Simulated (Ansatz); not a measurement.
Si$_{2}$W:
```
Si2W
1.0
    1.72663    -7.78533     0.00000
    1.72663     7.78533     0.00000
    0.00000     0.00000     3.36169
Si W
4 2
Direct
  0.93893   0.06107   0.75000
  0.06107   0.93893   0.25000
  0.24782   0.75218   0.75000
  0.75218   0.24782   0.25000
  0.62888   0.37112   0.75000
  0.37112   0.62888   0.25000
```

Relaxed with PBE. Special points in fractions of this cell's reciprocal vectors: Γ (0.000, 0.000, 0.000); Y (-0.500, 0.500, 0.000); C0 (-0.262, 0.738, 0.000); Σ0 (0.262, 0.262, 0.000); Z (0.000, 0.000, 0.500); A0 (0.262, 0.262, 0.500); E0 (-0.262, 0.738, 0.500); T (-0.500, 0.500, 0.500); S (0.000, 0.500, 0.000); R (0.000, 0.500, 0.500).

### Question
List the band energies nearest the Fermi level at these points for PBE in the plane-wave PAW code Ansatz.

### Answer
In eV from the Fermi level; about four levels below and three above (degenerate sets whole), none deeper than 8.9 eV; points with the same levels are listed once.

```csv
k,below,above
Γ,-2.06 -1.82 -0.82 -0.81,0.32 0.44 0.74
Y,-1.78 -1.11 -1.03 -0.66,0.26 0.51 1.13
C0,-2.46 -1.42 -1.30 -0.70,0.39 1.49 1.64
Z,-2.25 -2.25 -1.52 -1.52,1.99 1.99 2.00 2.00
A0,-2.94 -2.94 -0.48 -0.48,0.95 0.95 1.86 1.86
T,-2.17 -2.17 -1.83 -1.83,2.00 2.00 2.73 2.73
S,-2.42 -1.44 -1.33 -0.81,0.44 1.53 1.65
R,-2.96 -2.96 -0.38 -0.38,1.00 1.00 1.84 1.84
```

Space group Cmcm. The cell is a constructed one: a structure type filled with these elements; neither database checked (COD, Materials Project) lists it. It is not the phase usual at ambient conditions (space group No. 139). The PBE relaxation kept the symmetry of its start; whether a distortion lowers the energy is not shown. No spin polarisation was allowed. Spin–orbit coupling is left out wherever it is not named.

Potentials: the later of the program's two PAW sets.
